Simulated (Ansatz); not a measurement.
GaN:
```yaml
crystal:
  lattice:
    - [0.00000, 2.24890, 2.24890]
    - [2.24890, 0.00000, 2.24890]
    - [2.24890, 2.24890, 0.00000]
  atoms:
    - { symbol: N, position: [0.75000, 0.75000, 0.75000] }
    - { symbol: Ga, position: [0.00000, 0.00000, 0.00000] }
```

Tensor components refer to the Cartesian frame of this cell.

**Question.** Give the high-frequency dielectric tensor and the Born effective charge tensors of the independent atoms from DFPT, the program Ansatz at the r²SCAN level (PAW).

**Answer.** 
ε∞:
```
5.50  0.00  0.00
0.00  5.50  0.00
0.00  0.00  5.50
```
Z* of atom 1 (N), rows: field, columns: displacement, in e:
```
-2.67   0.00   0.00
 0.00  -2.67   0.00
 0.00   0.00  -2.67
```
Z* of atom 2 (Ga), rows: field, columns: displacement, in e:
```
2.67  0.00  0.00
0.00  2.67  0.00
0.00  0.00  2.67
```

Static charges for comparison (Bader): N1 -1.64, Ga2 +1.64 e. Born charges measure polarisation by displacement and can exceed these by far.

Space group F-43m (zinc blende). The r²SCAN relaxation kept the symmetry of its start; phonons on a q-mesh show no instability. Scalar-relativistic: spin–orbit coupling is off unless named, which matters more the heavier the elements.

Potentials: the later of the program's two PAW sets.
